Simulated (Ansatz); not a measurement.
CuCl:
```cif
data_Cl4Cu4
_chemical_formula_sum 'Cu4 Cl4'
_space_group_name_H-M_alt 'Pnma'
_space_group_IT_number 62
_space_group_name_Hall '-P 2ac 2n'
_cell_length_a 7.48833
_cell_length_b 3.83914
_cell_length_c 5.92540
_cell_angle_alpha 90.000
_cell_angle_beta 90.000
_cell_angle_gamma 90.000
loop_
_atom_site_label
_atom_site_type_symbol
_atom_site_symmetry_multiplicity
_atom_site_Wyckoff_symbol
_atom_site_fract_x
_atom_site_fract_y
_atom_site_fract_z
_atom_site_occupancy
Cu1 Cu 4 c 0.12548 0.25000 0.02177 1
Cl1 Cl 4 c 0.14917 0.75000 0.23332 1
```

Relaxed with PBE.

Problem. Which orbitals make up the states near the band edges in the program Ansatz at the PBE level (PAW)?

Solution. Top 1 eV of the valence band: Cu 3d 81 %, Cl 3p 16 %. Bottom 1 eV of the conduction band: Cu 4s 56 %, Cl 3p 19 %, Cl 3s 13 %, Cu 3d 8 %. Projections are on Löwdin-orthogonalised atomic valence shells; empty p or d shells of many metals are not among them.

Problem. Tabulate the density of states.

Solution. States/eV per cell of 8 atoms, in 0.25 eV bins, energy from the valence-band maximum.

```
E (eV)  total  Cu 3d  Cl 3p  Cu 4s
------  -----  -----  -----  -----
-7.00    0.00   0.00   0.00   0.00
-6.75    1.14   0.04   0.79   0.28
-6.50    5.07   0.19   3.59   1.17
-6.25    7.23   0.40   5.22   1.41
-6.00    4.78   0.34   3.60   0.75
-5.75    5.18   0.46   4.02   0.63
-5.50    6.80   0.99   5.30   0.42
-5.25   13.49   1.89  11.30   0.10
-5.00   15.68   2.86  12.51   0.12
-4.75    6.46   1.16   5.18   0.04
-4.50    6.21   1.04   5.04   0.08
-4.25    7.73   1.14   6.46   0.05
-4.00    7.42   1.12   6.19   0.05
-3.75    7.63   1.09   6.46   0.03
-3.50    1.19   0.13   1.05   0.00
-3.25    0.00   0.00   0.00   0.00
-3.00    0.00   0.00   0.00   0.00
-2.75    0.00   0.00   0.00   0.00
-2.50    0.00   0.00   0.00   0.00
-2.25    0.00   0.00   0.00   0.00
-2.00   17.14  16.48   0.24   0.15
-1.75   17.00  16.04   0.58   0.15
-1.50   30.44  29.12   0.71   0.21
-1.25   32.89  31.37   0.91   0.20
-1.00   18.23  16.17   1.53   0.19
-0.75   21.24  17.67   3.01   0.21
-0.50   13.29  10.48   2.57   0.05
-0.25    9.07   6.79   2.14   0.04
0.00     0.69   0.49   0.19   0.00
0.25     0.00   0.00   0.00   0.00
0.50     0.00   0.00   0.00   0.00
0.75     0.07   0.01   0.01   0.04
1.00     0.30   0.03   0.05   0.16
1.25     0.49   0.04   0.09   0.27
1.50     0.73   0.05   0.14   0.41
1.75     0.98   0.05   0.19   0.57
2.00     1.23   0.05   0.24   0.72
2.25     1.92   0.07   0.37   1.13
2.50     2.23   0.08   0.40   1.32
2.75     2.60   0.10   0.43   1.53
3.00     2.44   0.09   0.39   1.36
3.25     2.25   0.08   0.33   1.13
3.50     0.93   0.03   0.12   0.39
3.75     1.57   0.04   0.12   0.61
4.00     3.34   0.08   0.26   1.37
4.25     3.83   0.08   0.31   1.59
4.50     3.64   0.07   0.33   1.60
4.75     3.08   0.06   0.28   1.20
5.00     1.46   0.02   0.11   0.41
5.25     2.21   0.03   0.15   0.46
5.50    10.51   0.12   0.89   2.59
```

The start of the workflow was typed in or built on a structure type; neither database checked (COD, Materials Project) lists it. It is not the phase usual at ambient conditions (space group No. 216). Symmetry was held in the PBE relaxation; whether a distortion lowers the energy is not shown. The workflow began spin-polarised and lost its moments. The volume moved by 24 % from the start of the relaxation.

Potentials: the later of the program's two PAW sets.
